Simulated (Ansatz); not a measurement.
Total density of states per atom from the program Ansatz at the LDA level (PAW), in 0.25 eV bins, energy from the Fermi level:

```
E (eV) | states/eV/atom
    -7.85 |  0.00
    -7.60 |  0.00
    -7.35 |  0.00
    -7.10 |  0.00
    -6.85 | # 0.13
    -6.60 | #### 0.63
    -6.35 | #### 0.52
    -6.10 | ### 0.47
    -5.85 | ## 0.22
    -5.60 | ## 0.21
    -5.35 | ## 0.31
    -5.10 | ####### 1.03
    -4.85 | ####### 0.95
    -4.60 | ####### 0.95
    -4.35 | ######## 1.17
    -4.10 | ############# 1.83
    -3.85 | ###################### 3.06
    -3.60 | ############### 2.13
    -3.35 | ####### 0.98
    -3.10 | ################# 2.40
    -2.85 | #################### 2.75
    -2.60 | ############################## 4.22
    -2.35 | ##### 0.76
    -2.10 | ###### 0.86
    -1.85 | ###### 0.79
    -1.60 | ##### 0.76
    -1.35 | ##### 0.64
    -1.10 | #### 0.55
    -0.85 | ### 0.40
    -0.60 | ### 0.39
    -0.35 | ## 0.34
    -0.10 | ## 0.30
     0.15 | ## 0.28
     0.40 | ## 0.22
     0.65 | ## 0.21
     0.90 | # 0.18
     1.15 | # 0.14
     1.40 | # 0.21
     1.65 | ### 0.48
     1.90 | #### 0.51
     2.15 | ### 0.47
     2.40 | #### 0.50
     2.65 | ### 0.49
     2.90 | ### 0.41
     3.15 | ### 0.38
     3.40 | #### 0.52
     3.65 | #### 0.63
     3.90 | #### 0.59
     4.15 | #### 0.53
     4.40 | #### 0.60
     4.65 | #### 0.58
```

### Question
Pick the material that matches.
A. BaCu4As2, R-3m (Cu on 6c, Cu on 6c, Ba on 3a, As on 6c)
B. Be, hcp (Mg type)
C. TaC, rock salt
D. Cu, fcc (Cu type)

### Answer
A, BaCu4As2, R-3m (Cu on 6c, Cu on 6c, Ba on 3a, As on 6c). Within 0.5 eV of the Fermi level: As 4p 35 %, Cu 3d 21 %, Cu 4s 7 %, outside the projected shells 32 %. Projections are on Löwdin-orthogonalised atomic valence shells; empty p or d shells of many metals are not among them.

The workflow started from an entry of the Crystallography Open Database (COD). Its standing as an ambient phase is unchecked. Symmetry was held in the LDA relaxation; whether a distortion lowers the energy is not shown. No spin polarisation was allowed. Spin–orbit coupling is left out wherever it is not named.

Potentials: the later of the program's two PAW sets.
